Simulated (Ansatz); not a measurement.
SrZn2Sb2:
```
SrZn2Sb2
1.0
    4.50693     0.00000     0.00000
   -2.25347     3.90312     0.00000
    0.00000     0.00000     7.73634
Zn Sr Sb
2 1 2
Direct
  0.33333   0.66667   0.63326
  0.66667   0.33333   0.36674
  0.00000   0.00000   0.00000
  0.33333   0.66667   0.27174
  0.66667   0.33333   0.72826
```

Relaxed with r²SCAN.

Question: Give the Bader charges and basin volumes of the independent atoms, the program Ansatz at the r²SCAN level (PAW).

Answer: 

```json
[
 {"atom": "Zn1", "Bader charge (e)": "+0.38", "Bader volume (Å³)": "18.1"},
 {"atom": "Sr3", "Bader charge (e)": "+1.42", "Bader volume (Å³)": "20.5"},
 {"atom": "Sb4", "Bader charge (e)": "-1.09", "Bader volume (Å³)": "39.6"}
]
```

Space group P-3m1. The workflow started from an entry of the Crystallography Open Database (COD). Its standing as an ambient phase is unchecked. Symmetry was held in the r²SCAN relaxation; its stability against distortions is not shown here. Scalar-relativistic: spin–orbit coupling is off unless named, which matters more the heavier the elements.

Potentials: the later of the program's two PAW sets.
